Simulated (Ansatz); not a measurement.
The end point of a relaxation of KTaO₃. Space group Pm-3m (No. 221), cubic perovskite type. Level of theory: PBE (plane waves to 420 eV, PAW, scalar-relativistic; Ansatz, a program for electronic structure).

```cif
data_KO3Ta
_chemical_formula_sum 'K1 Ta1 O3'
_space_group_name_H-M_alt 'P 1'
_space_group_IT_number 1
_cell_length_a 4.02333
_cell_length_b 4.02333
_cell_length_c 4.02333
_cell_angle_alpha 90.000
_cell_angle_beta 90.000
_cell_angle_gamma 90.000
loop_
_space_group_symop_operation_xyz
  'x, y, z'
loop_
_atom_site_label
_atom_site_type_symbol
_atom_site_fract_x
_atom_site_fract_y
_atom_site_fract_z
_atom_site_occupancy
K1 K 0.00000 0.00000 0.00000 1
Ta1 Ta 0.50000 0.50000 0.50000 1
O1 O 0.00000 0.50000 0.50000 1
O2 O 0.50000 0.50000 0.00000 1
O3 O 0.50000 0.00000 0.50000 1
```

What band gap does PBE give?

2.17 eV, indirect (valence top at R, conduction bottom at Γ) (no spin-orbit coupling).

What smallest direct gap does PBE give?

2.81 eV at Γ.

No spin polarisation in the result.

The run could not lose the symmetry of its start.

All atoms sit on sites fixed by symmetry, so only the cell could relax.
